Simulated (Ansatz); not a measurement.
Ru (hcp (Mg type), P6_3/mmc) at seven volumes, the program Ansatz at the PBE level (PAW), shape and atoms relaxed at each. One row is withheld.

```csv
V (Å³/atom),P (GPa)
12.529,37.00
12.942,22.45
13.355,10.24
13.768,-0.01
14.181,-8.59
14.594,-15.77
15.007,?
```

Question: Fit the shown pressures and predict the withheld one.

Answer: P = (3/2)B₀(x^(7/2) − x^(5/2))[1 + (3/4)(B′ − 4)(x − 1)] with x = (V₀/V)^(2/3). Least squares on the six rows gives V₀ = 13.768 Å³/atom, B₀ = 312 GPa, B′ = 4.85. At V = 15.007, x = 0.9442 and P = -21.83 GPa. The run itself gave -21.75 GPa.

Symmetry was held in the PBE relaxation. The run is not spin-polarised.

Potentials: the earlier of the program's two PAW sets.
